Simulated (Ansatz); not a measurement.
HfTeS in space group P3m1 (No. 156; Hf on 1b, Te on 1a, S on 1c), the program Ansatz at the LDA level (PAW), all energies at zero smearing, with the estimated change up to a 700 eV cutoff added, with one set of potentials and settings (totals compare only within such a set). Cell of 3 atoms (1 Hf, 1 Te, 1 S): -23177.167 eV.

| element | reference phase | E (eV/atom) |
|---|---|---|
| Hf | P6_3/mmc, 2 atoms in the cell | -15476.8591 |
| Te | P3_121, 3 atoms in the cell | -6827.2001 |
| S | Fddd, 32 atoms in the cell | -869.4931 |

Formation energy per atom, worked out: (-23177.167 − 1×(-15476.8591) − 1×(-6827.2001) − 1×(-869.4931))/3 = -1.205 eV/atom (-116 kJ per mol of atoms), at 0 K, without zero-point energy or fitted corrections.

The workflow started from a Materials Project entry (that database holds measured and hypothetical structures alike); the Crystallography Open Database copy checked does not list it. Its standing as an ambient phase is unchecked. Symmetry was held in the LDA relaxation; its stability against distortions is not shown here. The run is not spin-polarised. A crystal of weakly bound layers computed without a dispersion correction: the cell and the soft elastic constants depend strongly on that. The references are the lowest solids computed at this level, not always the standard phases. Scalar-relativistic: spin–orbit coupling is off unless named, which matters more the heavier the elements.

Potentials: the later of the program's two PAW sets.
